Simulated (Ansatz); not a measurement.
One stationary structure of HfO2. These are r2SCAN (plane waves to 500 eV, PAW, scalar-relativistic; Ansatz, a program for electronic structure) values and carry that method's errors.

```cif
data_Hf4O8
_chemical_formula_sum 'Hf4 O8'
_space_group_name_H-M_alt 'P 1'
_space_group_IT_number 1
_cell_length_a 5.54059
_cell_length_b 3.31676
_cell_length_c 6.46829
_cell_angle_alpha 90.000
_cell_angle_beta 90.000
_cell_angle_gamma 90.000
loop_
_space_group_symop_operation_xyz
  'x, y, z'
loop_
_atom_site_label
_atom_site_type_symbol
_atom_site_fract_x
_atom_site_fract_y
_atom_site_fract_z
_atom_site_occupancy
Hf1 Hf 0.75211 0.25000 0.60897 1
Hf2 Hf 0.25211 0.25000 0.89103 1
Hf3 Hf 0.24789 0.75000 0.39103 1
Hf4 Hf 0.74789 0.75000 0.10897 1
O1 O 0.63979 0.25000 0.92433 1
O2 O 0.13979 0.25000 0.57567 1
O3 O 0.36021 0.75000 0.07567 1
O4 O 0.86021 0.75000 0.42433 1
O5 O 0.52247 0.25000 0.34041 1
O6 O 0.02247 0.25000 0.15959 1
O7 O 0.47753 0.75000 0.65959 1
O8 O 0.97753 0.75000 0.84041 1
```

Problem. Determine the symmetry and give the standard cell with its independent sites.

Solution. Space group Pnma (No. 62); a = 5.541 Å, b = 3.317 Å, c = 6.468 Å, α = 90.00°, β = 90.00°, γ = 90.00°

```
atom  site  symmetry       x       y       z
----  ----  --------  ------  ------  ------
Hf      4c       .m.  0.2479  0.7500  0.3910
O       4c       .m.  0.1398  0.2500  0.5757
O       4c       .m.  0.0225  0.2500  0.1596
```

This is the AFLOW prototype A2B_oP12_62_2c_c (C23, as in PbCl2).

Problem. Give the shortest distances between elements (the closest pairs, up to four, under 3.6 Å).

Solution. Hf–O 2.13 Å; O–O 2.47 Å; Hf–Hf 3.32 Å.

The volume per atom is 9.91 Å³. The band gap is 3.98 eV, direct at Γ (no spin-orbit coupling).

No spin polarisation in the result.

The run could not lose the symmetry of its start.

The first start was generated by placing the elements on the sites of a structure type. Materials Project lists a structure of HfO2 in the same space group, Pnma (No. 62); the sites were not compared with it, nor with measured phases. Known forms of HfO2 include space group No. 14, 29, 137, 225.
